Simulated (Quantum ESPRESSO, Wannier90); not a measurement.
Tight-binding from DFT: MgSe (wurtzite)

```
begin unit_cell_cart
ang
    4.2214698868    0.0000000000    0.0000000000
   -2.1107349434    3.6559001633    0.0000000000
    0.0000000000    0.0000000000    6.8167200000
end unit_cell_cart
begin atoms_frac
Mg  -0.3333333333  0.3333333333  0.4983100000
Mg   0.3333333333 -0.3333333333 -0.0016900000
Se  -0.3333333333  0.3333333333 -0.1233100000
Se   0.3333333333 -0.3333333333  0.3766900000
end atoms_frac
```

Structure: Materials Project mp-1018040, symmetrised, not relaxed again. Not found in the COD (Crystallography Open Database) copy used, which has the formula in other groups; not checked further. Computed values, not measurements, from LDA: Quantum ESPRESSO (norm-conserving PseudoDojo potentials, cutoff 69 Ry, no spin polarisation, no spin-orbit coupling) on a Γ-centred 12×12×4 mesh, then Wannier90. Density: 12×12×6 mesh, cold smearing 0.01 Ry. Spin-orbit coupling, left out, would split the p-like bands by a few tenths of an eV.

Bands 19-20 form an isolated set from -11.75 to -11.00 eV relative to the valence-band maximum (on the path) and are turned into 2 Wannier functions by minimising the spread from the start: atomic waves Se 4s.

Centres (Cartesian, Å; one of the equivalent choices) and spreads:

| n | x | y | z | spread (Å²) | nearest atom |
|---|---|---|---|---|---|
| 1 | -2.111 | 1.219 | -0.841 | 1.194 | Se3 |
| 2 | 2.111 | -1.219 | 2.568 | 1.194 | Se4 |

Ω_I = 2.39 Å², Ω_total = 2.39 Å²; the interpolated bands follow pw.x to 0.0 meV rms on the path. Only this start was tried; a symmetric start can stop on a saddle, and mixtures of these functions could lower the total by at most Ω_total − Ω_I.
